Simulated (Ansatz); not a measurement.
Input:

IrW:
```
CELL_PARAMETERS angstrom
      1.37756    -5.07012     0.00000
      1.37756     5.07012     0.00000
      0.00000     0.00000     4.29759
ATOMIC_POSITIONS crystal
  W  0.66360 0.33640 0.25000
  Ir 0.92475 0.07525 0.25000
  W  0.33640 0.66360 0.75000
  Ir 0.07525 0.92475 0.75000
```

This is the PBEsol-relaxed structure.

Task: All from plane-wave PAW PBEsol (Ansatz code), unless another level is named. Predict the density of states at the Fermi level.

Result: 1.1 states/eV per atom (mean over ±0.08 eV).

Task: And the formation energy from the elements (no fitted shifts)?

Result: -0.13 eV/atom.

Space group Cmcm. The start of the workflow was typed in or built on a structure type; neither database checked (COD, Materials Project) lists it. COD files the formula under space group No. 51. Whether it is the stable phase at ambient conditions was not checked. The PBEsol relaxation kept the symmetry of its start; its stability against distortions is not shown here. The run is not spin-polarised. The references are the lowest solids computed at this level, not always the standard phases. Spin–orbit coupling is left out wherever it is not named.

Potentials: the earlier of the program's two PAW sets. The files were generated under PBE; for other functionals the program regenerates the frozen cores, and for LDA and PBEsol the local potential too.
